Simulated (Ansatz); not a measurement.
Nb$_{2}$AlB$_{2}$:
```
Nb2AlB2
1.0
    3.10693     0.00000     0.00000
   -1.55346     2.69068     0.00000
    0.00000     0.00000     7.58442
Nb Al B
2 1 2
Cartesian
  0.00000   1.79378   5.36160
  0.00000   1.79378   2.22281
  0.00000   0.00000   0.00000
  0.00000   0.00000   3.79221
  1.55346   0.89689   3.79221
```

Relaxed with r²SCAN. Special points in fractions of this cell's reciprocal vectors: Γ (0.000, 0.000, 0.000); M (0.500, 0.000, 0.000); K (0.333, 0.333, 0.000); A (0.000, 0.000, 0.500); L (0.500, 0.000, 0.500); H (0.333, 0.333, 0.500).

**Question.** List the band energies nearest the Fermi level at these points for r²SCAN in the plane-wave PAW code Ansatz.

**Answer.** In eV from the Fermi level; about four levels below and three above (degenerate sets whole), none deeper than 8.9 eV; points with the same levels are listed once.

```tsv
k	below	above
Γ	-0.46 -0.46 -0.15 -0.15	1.31 2.23 2.23
M	-4.06 -3.42 -3.20 -1.06	1.25 1.69 2.88
K	-3.00 -1.91 -1.86 -1.00	1.38 1.76 2.06
A	-0.40 -0.40 -0.18 -0.18	1.12 2.05 2.05
L	-3.24 -3.07 -2.98 -1.42	0.89 1.15 3.54
H	-2.94 -2.21 -2.17 -1.39	1.54 2.99 3.29
```

Space group P-6m2. The start of the workflow was typed in or built on a structure type; neither database checked (COD, Materials Project) lists it. Whether it is the stable phase at ambient conditions was not checked. The r²SCAN relaxation kept the symmetry of its start; whether a distortion lowers the energy is not shown. The run is not spin-polarised. Spin–orbit coupling is left out wherever it is not named.

Potentials: the earlier of the program's two PAW sets. The files were generated under PBE; for other functionals the program regenerates the frozen cores, and for LDA and PBEsol the local potential too.
